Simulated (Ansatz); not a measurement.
The relaxed structure here is a generated cell of Bi: the first start was made by placing the elements on the sites of a structure type, and the end was not matched to a known phase here, so it may be hypothetical. Known forms of Bi include space group No. 166.

The end point of a relaxation of Bi. The numbers are results of PBEsol (plane waves to 420 eV, PAW, scalar-relativistic; Ansatz, a program for electronic structure), not measurements.

```cif
data_Bi2
_chemical_formula_sum 'Bi2'
_space_group_name_H-M_alt 'P 1'
_space_group_IT_number 1
_cell_length_a 4.61782
_cell_length_b 4.61782
_cell_length_c 4.61782
_cell_angle_alpha 120.998
_cell_angle_beta 120.998
_cell_angle_gamma 88.280
loop_
_space_group_symop_operation_xyz
  'x, y, z'
loop_
_atom_site_label
_atom_site_type_symbol
_atom_site_fract_x
_atom_site_fract_y
_atom_site_fract_z
_atom_site_occupancy
Bi1 Bi 0.77273 0.77273 0.00000 1
Bi2 Bi 0.22727 0.22727 0.00000 1
```

Determine the symmetry and give the standard cell with its independent sites.

Space group I4/mmm (No. 139); a = 4.548 Å, b = 4.548 Å, c = 6.628 Å, α = 90.00°, β = 90.00°, γ = 90.00°

| atom | site | symmetry | x | y | z |
|---|---|---|---|---|---|
| Bi | 4e | 4mm | 0.0000 | 0.0000 | 0.2273 |

Give the shortest distances between elements (the closest pairs, up to four, under 3.6 Å).

Bi–Bi 3.01 Å.

The volume per atom comes out as 34.27 Å³, the density comes out as 10.13 g/cm³ and the band gap is zero (metallic).

No spin polarisation in the result.

The run could not lose the symmetry of its start, so the end can be a saddle point.

It was reached from a disturbed copy of a Pm-3m (No. 221) cell (simple cubic type), against which it lies -0.02 eV/atom.
